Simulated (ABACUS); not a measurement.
Set-up for a self-consistent single point of Ni3Ge (P4/mmm, 4 atoms in the cell; from Materials Project mp-21008, changed as shown).

```yaml
crystal:
  lattice:
    - [3.53033, 0.00000, 0.00000]
    - [0.00000, 3.53033, 0.00000]
    - [0.00000, 0.00000, 3.56563]
  atoms:
    - { symbol: Ni, position: [0.50000, 0.00000, 0.50000] }
    - { symbol: Ni, position: [0.00000, 0.50000, 0.50000] }
    - { symbol: Ni, position: [0.50000, 0.50000, 0.00000] }
    - { symbol: Ge, position: [0.00000, 0.00000, 0.00000] }
```

All values come from this method and carry its errors: PBEsol, PseudoDojo 0.4 standard norm-conserving PBEsol (tails mended) pseudopotentials (plane waves; ABACUS).

ABACUS settings:

- KPT: Gamma 7 7 7 0 0 0
- basis_type: pw
- dft_functional: PBESOL
- ecutwfc: 98 Ry
- smearing_method: fd
- smearing_sigma: 0.00734986 Ry
- potentials: PseudoDojo 0.4 standard norm-conserving PBEsol (tails mended)
- symmetry: 1
- ks_solver: dav_subspace
- scf_nmax: 100
- scf_thr: 1.0e-09 Ry
- mixing_type: pulay
- mixing_beta: 0.7

Results:

- Number of valence electrons = 68
- Number of bands = 44
- Number of k-points after the program's reduction = 40
- Number of plane waves (most at a k-point) = 4945
- Number of SCF iterations = 10
- FFT grid = 45 × 45 × 45
- Free energy E − TS = -16114.7568 eV
- Fermi level (on the code's own zero) = 19.17 eV
- Pressure = -2.87 GPa

Stress (GPa, positive for compression):
```
-2.37   0.00   0.00
 0.00  -2.37   0.00
 0.00   0.00  -3.87
```

For comparison: a first run was changed to give this one (lattice vector c scaled by 1.01), and from it to this one the free energy rises by 1.6 meV/atom and the pressure goes from -0.81 to -2.87 GPa.

The run has no spin polarisation, so moments on Ni cannot form. The structure comes from a collection of computed structures, made at another level of theory; the collection holds predicted forms beside known ones. No clean gap shows at this smearing width and mesh (spacing up to 0.25 Å⁻¹); the mesh is coarse for partly filled bands, so the values carry mesh errors.

Cost on one core: about 3 core-minutes (a rough figure).

“Tails mended”: in these copies of the files the far tail of each local potential was reset to the Coulomb form.
